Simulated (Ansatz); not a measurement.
# TaWC2 and the effect of the Hubbard U on Ta d, W d

The cell as given:

```cif
data_structure
_symmetry_space_group_name_H-M 'R-3m:H'
_symmetry_Int_Tables_number 166
_cell_length_a 3.1437
_cell_length_b 3.1437
_cell_length_c 15.3049
_cell_angle_alpha 90.000
_cell_angle_beta 90.000
_cell_angle_gamma 120.000
_cell_volume 130.99
loop_
_atom_site_label
_atom_site_type_symbol
_atom_site_symmetry_multiplicity
_atom_site_Wyckoff_symbol
_atom_site_fract_x
_atom_site_fract_y
_atom_site_fract_z
_atom_site_occupancy
W1 W 3 a 0.00000 0.00000 0.00000 1
Ta1 Ta 3 b 0.66667 0.33333 0.83333 1
C1 C 6 c 0.33333 0.66667 0.91760 1
```

The cell comes from a database or a generator and needn't be the stable form of this composition.

Kept alike: task relaxation of cell and atoms; functional PBEsol; k mesh 10 × 10 × 10; occupations fermi-dirac, width 0.05 eV; no spin polarisation. Program: Ansatz, Ansatz PAW, cutoff 420 eV. The mesh is that of the run's cell of 4 atoms. No spin-orbit coupling.

| Hubbard U on Ta d, W d, U (eV) | volume (Å³/atom) |
| --- | --- |
| 0 | 10.577 |
| 1 | 10.591 |
| 2 | 10.606 |
| 3 | 10.622 |
| 4 | 10.641 |
| 5 | 10.662 |
| 6 | 10.690 |
| 8 | 10.822 |

U acts here on a shell without spin polarisation. The relaxations keep at least the cell's symmetry (R-3m). For a metal such a mesh leaves the last digits unconverged. Relaxations stop with a little pressure left, so the last digits of a volume or edge aren't settled. Ansatz's relaxations hold a Pulay term in the stress (up to 0.3 GPa here). How U acts hangs on the program's projectors. All rows use potentials made for PBE. U is the effective U - J on orthogonalised atomic projectors. Double counting: fully localised limit (the default).

What does the Hubbard U on Ta d, W d change here?

The volume rises from 10.577 to 10.822 Å³/atom between 0 and 8 eV.
